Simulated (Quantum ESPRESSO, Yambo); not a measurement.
KCl (rock salt, space group Fm-3m, No. 225) under isotropic strain of -3 % on all lattice vectors. The PBEsol cell relaxed from Materials Project entry mp-23193 was given an isotropic strain of -3 % on all lattice vectors, and the atoms were relaxed again. Chain: PBEsol (pw.x of Quantum ESPRESSO, ONCV potentials, without SOC); G0W0 in Yambo (4×4×4 Γ-centred k mesh, 136 bands and a 10 Ry block in the screening, 136 bands in G with the Bruneval-Gonze terminator, plasmon pole fitted at 27.2 eV); BSE (8×8×8 mesh, 3 valence and 6 conduction bands, static screening with 30 bands and a 4 Ry block, scissor 3.06 eV, Tamm-Dancoff).

```json
{
  "PBEsol gap (dense path)": "5.42 eV",
  "PBEsol gap Γ → Γ on the GW mesh": "5.42 eV",
  "PBEsol smallest direct gap on the GW mesh, at Γ": "5.42 eV",
  "G0W0 direct gap at that point": "8.48 eV",
  "G0W0 correction to the gap Γ → Γ": "3.06 eV",
  "direct gap on the BSE mesh, with the scissor": "8.48 eV",
  "first BSE state allowed for light along x": "7.55 eV",
  "lowest BSE state": "7.55 eV",
  "binding_of_the_lowest_exciton": "0.93 eV",
  "RPA electronic dielectric constant along x": "2.33 (10×10×10 mesh, PBEsol bands)"
}
```

Rough cost of the Yambo steps against G0W0 for 6 states: BSE about 3×, one RPA spectrum about 1/20.

Convergence of the G0W0 settings was not tested. The BSE states are vertical excitations (zero momentum). Convergence of the RPA response with its 10×10×10 mesh was not tested. Convergence of the binding with the mesh was not shown.
